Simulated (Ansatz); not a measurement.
**InGa$_{2}$N$_{3}$: course of a relaxation**

All numbers below come from Ansatz, DFT PBE, scalar-relativistic, plane waves, PAW. Run with 420 eV cutoff, 6×6×6 k-mesh, Gaussian smearing of 0.02 eV, no spin polarisation.

What was changed: biaxial strain in the a-b plane, c and atoms relaxed: +4.0 %.

Command:

```bash
ansatz run input.yaml --threads 2 --pin off --max-ram 5120MiB --backend cpu --events-out ev --progress --plain --runs-dir out
```

Input:

```yaml
crystal:
  lattice:
    - [5.2109024185, -3.0058076101, 0.0]
    - [5.2109024185, 3.0058076101, 0.0]
    - [0.0, 0.0, 5.2685065611]
  atoms:
    - { symbol: In, position: [0.325561064, 0.674438936, 0.9853164914] }
    - { symbol: In, position: [0.674438936, 0.325561064, 0.4853164914] }
    - { symbol: Ga, position: [0.0071994211, 0.3336647047, 0.9908303582] }
    - { symbol: Ga, position: [0.6663352953, 0.9928005789, 0.9908303582] }
    - { symbol: Ga, position: [0.9928005789, 0.6663352953, 0.4908303582] }
    - { symbol: Ga, position: [0.3336647047, 0.0071994211, 0.4908303582] }
    - { symbol: "N", position: [0.0263198036, 0.3338343948, 0.3618764278] }
    - { symbol: "N", position: [0.6661656052, 0.9736801964, 0.3618764278] }
    - { symbol: "N", position: [0.9736801964, 0.6661656052, 0.8618764278] }
    - { symbol: "N", position: [0.3338343948, 0.0263198036, 0.8618764278] }
    - { symbol: "N", position: [0.3075475618, 0.6924524382, 0.3972709367] }
    - { symbol: "N", position: [0.6924524382, 0.3075475618, 0.8972709367] }
basis:
  ecutwfc: 420
kpoints:
  mp_grid: { grid: [6, 6, 6] }
hamiltonian:
  xc: pbe
scf:
  occupations: { method: gaussian, width: 0.02 }
output:
  forces: true
  stress: true
  eigenvalues: true
  write_density: true
  write_potential: true
  elf: true
  volumetric_format: npy
relax:
  adjacent_minimum: "off"
  f_tol: 0.008
  max_steps: 40
  cell: { stress_tol: 0.015, fix: [a, b, gamma] }
```

F is the free energy. Steps run on the plane waves of an earlier cell, but the last one, and at times one on the way, on a freshly chosen basis, so a repeated geometry can differ a little in energy. The held parts of the cell keep their stress, so P needn't end at zero.

Steps:

```
step F − F(1) (eV) largest force component (eV/Å) V (Å³/atom) P (GPa)
   1         0.0000                           0.287       13.753    -7.07
   2        -0.0133                           0.180       13.773    -7.40
   3        -0.0209                           0.030       13.768    -7.54
   4        -0.0209                           0.015       13.772    -7.59
   5        -0.0210                           0.001       13.772    -7.59
   6        -0.0215                           0.001       13.772    -7.59
```

Relaxed structure:

```yaml
crystal:
  lattice:
    - [5.21090, -3.00581, 0.00000]
    - [5.21090, 3.00581, 0.00000]
    - [0.00000, 0.00000, 5.27581]
  atoms:
    - { symbol: In, position: [0.32550, 0.67450, 0.98105] }
    - { symbol: In, position: [0.67450, 0.32550, 0.48105] }
    - { symbol: Ga, position: [0.00755, 0.33359, 0.98918] }
    - { symbol: Ga, position: [0.66641, 0.99245, 0.98918] }
    - { symbol: Ga, position: [0.99245, 0.66641, 0.48918] }
    - { symbol: Ga, position: [0.33359, 0.00755, 0.48918] }
    - { symbol: N, position: [0.02631, 0.33393, 0.36445] }
    - { symbol: N, position: [0.66607, 0.97369, 0.36445] }
    - { symbol: N, position: [0.97369, 0.66607, 0.86445] }
    - { symbol: N, position: [0.33393, 0.02631, 0.86445] }
    - { symbol: N, position: [0.30736, 0.69264, 0.39969] }
    - { symbol: N, position: [0.69264, 0.30736, 0.89969] }
```

The structure is orthorhombic, space group Cmc2_1 (No. 36). Conventional cell: a = 10.422 Å, b = 6.012 Å, c = 5.276 Å, α = 90.00°, β = 90.00°, γ = 90.00°. In (site symmetry m) has 4 N at 2.21 to 2.25 Å as nearest neighbours. Ga (site symmetry 1) is surrounded by 4 N at 1.98 to 2.03 Å. N (site symmetry 1) has 3 Ga at 1.98 to 2.02 Å and 1 In at 2.23 Å as nearest neighbours. Around N (site symmetry m) lie 2 Ga at 2.03 Å and 2 In at 2.21 to 2.25 Å.

The run converged. The run took 2.4 min on 2 threads of Oxide Virtual Turin-like Processor (Zen 5), on a shared host, peak memory 0.8 GiB.